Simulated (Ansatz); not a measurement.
A relaxed cell of Co (P6₃/mmc (No. 194)), relaxed on a k-mesh at least as fine as the one used below. Computed with PBE (plane waves to 420 eV, PAW, scalar-relativistic; Ansatz, a program for electronic structure). Γ-centred k-mesh 15×8×4 on the run's cell (coarser than for final values), Fermi–Dirac smearing 0.05 eV.

```yaml
crystal:
  lattice:
    - [2.49398, 0.00000, 0.00000]
    - [-2.49398, 4.31970, 0.00000]
    - [0.00000, 0.00000, 8.08904]
  atoms:
    - { symbol: Co, position: [0.00000, 0.00000, 0.00000] }
    - { symbol: Co, position: [0.00000, 0.50000, 0.00000] }
    - { symbol: Co, position: [0.00000, 0.00000, 0.50000] }
    - { symbol: Co, position: [0.00000, 0.50000, 0.50000] }
    - { symbol: Co, position: [0.33333, 0.33333, 0.25000] }
    - { symbol: Co, position: [0.33333, 0.83333, 0.25000] }
    - { symbol: Co, position: [0.66667, 0.16667, 0.75000] }
    - { symbol: Co, position: [0.66667, 0.66667, 0.75000] }
```
Spin-polarised start, with parallel moments on Co.

The atoms are displaced by (Å):

| atom | ux | uy | uz |
|---|---|---|---|
| Co1 | -0.076 | -0.101 | 0.032 |
| Co2 | -0.023 | 0.000 | -0.016 |
| Co3 | -0.009 | -0.003 | -0.094 |
| Co4 | 0.009 | -0.007 | -0.028 |
| Co5 | 0.038 | 0.015 | 0.026 |
| Co6 | 0.076 | -0.199 | 0.121 |
| Co7 | -0.106 | 0.007 | 0.133 |
| Co8 | 0.055 | -0.021 | 0.012 |

Question: What forces (eV/Å) and pressure result?

Answer: 
```
atom     Fx     Fy     Fz
----  -----  -----  -----
Co1    0.18   0.61   0.43
Co2    0.05  -0.46   0.20
Co3    0.09   0.05   1.19
Co4    0.04  -0.52   1.21
Co5    0.02  -1.59  -0.46
Co6   -0.35   2.07  -1.45
Co7    0.46  -0.44  -0.97
Co8   -0.49   0.28  -0.16
```

Pressure +3.4 GPa.

Question: Estimate the energy cost of the displacement in the harmonic approximation and compare with the calculation.

Answer: For a harmonic well ΔE = −½ Σ F·u = 0.535 eV a cell, or 67 meV/atom. The calculated energy relative to the undisplaced cell is +0.06 eV/atom, so the harmonic estimate holds well.

Spin state reached: ferromagnetic (net 1.64 μB/atom), from parallel starting moments; other spin orders were not run from this start.

The run that gave the undisplaced cell could not lose the symmetry of its start; a randomly shaken copy of 8 atoms returns to this structure.

The relaxed structure here is a generated cell of Co: the first start was made by placing the elements on the sites of a structure type, and the end was not matched to a known phase here, so it may be hypothetical. A known form of Co has the same space group; whether the sites agree was not checked.
